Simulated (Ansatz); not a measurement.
## Equation of state of TiO$_{2}$ from a dense series

```xyz
6
Lattice="-1.8925 1.8925 4.7570 1.8925 -1.8925 4.7570 1.8925 1.8925 -4.7570" Properties=species:S:1:pos:R:3 pbc="T T T"
Ti    0.0000    0.0000    0.0000
Ti    0.0000    1.8925    2.3785
O     0.0000    0.0000    1.9656
O     0.0000    1.8925    4.3441
O     0.0000    1.8925    0.4129
O     0.0000    0.0000    7.5484
```

Atom numbers follow the list: Ti1, Ti2, O3, O4, O5, O6.

The geometry is COD entry 9009086, unchecked; take it as a test cell.

Computed with DFT, LDA, all-electron LAPW, scalar-relativistic in Ansatz 0.2.0.

The runs use a Γ-centred 13×13×13 k mesh, Fermi–Dirac smearing of 0.08 eV, basis error target 1 meV/atom, no spin polarisation.

The cell is scaled evenly. Fractional coordinates are held (clamped ions).

```
V (Å³/atom)  P (GPa)
     10.904     3.69
     11.131    -1.28
     11.245    -3.58
     11.358    -5.75
     11.472    -7.81
     11.585    -9.76
     11.813   -13.36
     12.040   -16.59
```

Q: Fit a third-order Birch–Murnaghan curve to the pressures.

A: P = (3B0/2)(y^(7/2) − y^(5/2))[1 + (3/4)(B0′ − 4)(y − 1)] with y = (V0/V)^(2/3) fits within 0.01 GPa for V0 = 11.070 Å³/atom, B0 = 236.4 GPa and B0′ = 4.28.

Q: Predict the pressure at the withheld volume, 10.677 Å³/atom.

A: There y = 1.0244, so the fit gives 9.24 GPa; the run gave 9.22 GPa.
